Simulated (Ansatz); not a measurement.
Input:

Rb (bcc, W type)

```
CELL_PARAMETERS angstrom
     -5.67105     5.67105     5.67105
      0.00000     0.00000     5.67105
      0.00000     5.67105     0.00000
ATOMIC_POSITIONS crystal
  Rb 0.00000 0.00000 0.00000
  Rb 0.50000 0.00000 0.00000
```

The atoms are displaced by Q × the pattern below (from a DFPT mode at H = (0.5, 0.5, 0.5), largest move 1; Q in Å), at fixed cell. It is one choice among 3 degenerate patterns. (q is in reciprocal vectors of the primitive cell; the cell shown is doubled to hold the pattern.)

| atom | x | y | z |
|---|---|---|---|
| Rb1 | 0.000 | 0.000 | 1.000 |
| Rb2 | 0.000 | 0.000 | -1.000 |

Computed with PBE (plane waves to 420 eV, PAW, scalar-relativistic; Ansatz, an electronic-structure program). k mesh 12×12×12 (Γ-centred), Fermi-Dirac smearing 0.05 eV. E stands for the smeared free energy. With partly filled bands, energies and forces of such displacements shift with the k mesh and the smearing. Rb was relaxed with its symmetry unable to fall. The PAW data are Ansatz's earlier set. The zero of ΔE is the undisplaced structure.

The scan covers Q from -0.180 to 0.180 Å in 13 points.

**Question.** Is this a single well or a double well?

**Answer.** A single well with its minimum at or next to zero displacement.

**Question.** Which space group does the distorted structure have?

**Answer.** P4/nmm (No. 129), lowered from Im-3m.

**Question.** What is the energy change at Q = 0.180 Å?

**Answer.** 19.8 meV/cell.

**Question.** What harmonic wavenumber does the curvature at Q = 0 give?

**Answer.** 44 cm⁻¹.

(For displaced atoms, the force is minus the slope of the energy, and its curvature is a force constant, which sets phonon frequencies.)
